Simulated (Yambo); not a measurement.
MgV$_{2}$O$_{6}$ (space group C2/m, No. 12), G0W0@LDA (Yambo, plasmon pole, terminator in G, 4×4×2 mesh): gap (0, 0, -0.5) → (0, -0.5, 0) in eV by bands and screening block.

| bands (W and G) | 2 Ry | 3 Ry | 4 Ry | 5 Ry | 6 Ry |
|---|---|---|---|---|---|
| 51 | ___ | 5.28 | 5.09 | ___ | 4.82 |
| 67 | 5.62 | 5.09 | 4.89 | 4.71 | 4.63 |
| 88 | 5.60 | 5.07 | 4.87 | 4.69 | ___ |
| 114 | 5.61 | 5.07 | 4.87 | 4.69 | 4.63 |
| 141 | – | – | – | – | 4.64 |

### Question
Estimate the withheld gaps from their neighbours; the computed values follow.

### Answer

- 51, 2 Ry: 5.79
- 51, 5 Ry: 4.90
- 88, 6 Ry: 4.62

The largest settings aren't shown to be the converged limit.

Geometry of the Materials Project entry, not relaxed at this level; primitive cell a = b = 5.194 Å, c = 7.055 Å, α = β = 105.13°, γ = 39.80°.

The runs are not spin-polarised; magnetic order was not tried.
